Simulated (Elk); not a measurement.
An Elk run on Sb with settings drawn from a wide range, so not all are converged; totals and levels move with the basis, and no second program has checked them. Method: DFT, LDA (Perdew-Zunger), all-electron APW+lo, Dirac cores, scalar-relativistic bands with second-variational spin-orbit coupling in Elk 11.2.3 with local patches. Elk's input is in atomic units.

Command: `OMP_NUM_THREADS=1 elk` The run took 0.02 s on 1 thread of Arm Neoverse V1 (shared host), peak memory 0.04 GiB.

```
tasks
  0
  110
  115

xctype
  2

rgkmax
  8.5

gmaxvr
  18

lmaxapw
  10

lmaxo
  6

lmaxi
  3

nrmtscf
  1.5

nempty
  4

epspot
  1e-06

epsengy
  1e-05

maxscl
  60

swidth
  0.002

stype
  3

lradstp
  4

mixtype
  1

hmaxvr
  6

nxlo
  1

nxoapwlo
  1

tforce
  .true.

spinorb
  .true.

sppath
  './'

avec
  4.08644901766 2.35931244036 7.18885011193
  -4.08644901766 2.35931244036 7.18885011193
  0.00000000000 -4.71862488074 7.18885011193

atoms
  1
  'Sb.in'
  2
  0.268256250000 0.268256250000 0.268256250000   0.000 0.000 0.000
  0.731743750000 0.731743750000 0.731743750000   0.000 0.000 0.000

ngridk
  9 9 9
```

Muffin-tin radii in the species files: Sb 2.30 bohr.

The cell is the one relaxed in the Materials Project (mp-104), not relaxed further here; entries there can be hypothetical. The listed cell was then made from it by scaling, straining or moving an atom.

Q: What does the run give?

A: It refused before any iteration.
```
Warning(readinput): nxoapwlo beside nxlo (a quality's, too) :  1 1
 they can be nearly the same functions, and loops lose the density: leave one out then
Error(init0): requested spin-polarised run with spin-unpolarised
 exchange-correlation functional
```
